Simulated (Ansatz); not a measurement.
Data:

Cu4O:
```yaml
crystal:
  lattice:
    - [3.88556, 0.00000, 0.00000]
    - [0.00000, 3.88556, 0.00000]
    - [0.00000, 0.00000, 3.88556]
  atoms:
    - { symbol: Cu, position: [0.00000, 0.00000, 0.00000] }
    - { symbol: Cu, position: [0.00000, 0.50000, 0.50000] }
    - { symbol: Cu, position: [0.50000, 0.00000, 0.50000] }
    - { symbol: Cu, position: [0.50000, 0.50000, 0.00000] }
    - { symbol: O, position: [0.50000, 0.50000, 0.50000] }
```

This is the PBEsol-relaxed structure.

**Question.** All from DFT-PBEsol in the program Ansatz with PAW potentials, unless another level is named. Predict the Hill bulk and shear moduli.

**Answer.** 137 and 29.5 GPa.

**Question.** Give the highest zone-centre frequency.

**Answer.** 474 cm⁻¹.

**Question.** Predict the elastic constants (relaxed ions, GPa).

**Answer.** C11 = 192, C12 = 109, C44 = 23.4.

Space group Pm-3m. The start of the workflow was typed in or built on a structure type; neither database checked (COD, Materials Project) lists it. Whether it is the stable phase at ambient conditions was not checked. The cell was relaxed with PBEsol under the symmetry of its start. At this level the phase is dynamically unstable (imaginary phonons). The workflow began spin-polarised and lost its moments. The volume moved by 16 % from the start of the relaxation. No Hubbard U is applied. The compound may be a true metal, but semilocal functionals without U, or a wrong spin order, can also close a gap. As this level gives no gap, shear constants depend on the k-mesh and smearing (Fermi–Dirac, 0.1 eV here). As this level gives no gap, phonon frequencies hold no LO–TO term and depend on the k-mesh and smearing (Fermi–Dirac, 0.1 eV here).

Potentials: the earlier of the program's two PAW sets. The files were generated under PBE; for other functionals the program regenerates the frozen cores, and for LDA and PBEsol the local potential too.
